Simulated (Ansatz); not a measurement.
Input and command of a plane-wave DFT calculation in Ansatz:

```yaml
crystal:
  lattice:
    - [2.862165552, 0.0, 0.0]
    - [0.0, 2.862165552, 0.0]
    - [0.0, 0.0, 2.862165552]
  atoms:
    - { symbol: Al, position: [0.0, 0.0, 0.0] }
    - { symbol: Ni, position: [0.5, 0.5, 0.5] }
basis:
  ecutwfc: 420
kpoints:
  mp_grid: { grid: [20, 20, 20] }
hamiltonian:
  xc: pbesol
scf:
  occupations: { method: gaussian, width: 0.15 }
output:
  forces: true
  stress: true
  eigenvalues: true
  write_density: true
  write_potential: true
  elf: true
  volumetric_format: npy
```

```bash
ansatz run input.yaml --threads 2 --pin off --max-ram 5120MiB --backend cpu --events-out ev --progress --plain --runs-dir out
```

Processor: Arm Neoverse V2, 2 threads, on a host shared with other jobs.

Task: How long does it run, and how much memory does it take?

Result: About 2.8 s on 2 threads of Arm Neoverse V2 (shared host), peak memory 0.37 GiB. It solves 15 bands at 286 k points (the mesh reduced by the symmetry that the task leaves, which can be less than the crystal's) with about 461 plane waves, in 6 SCF iterations.
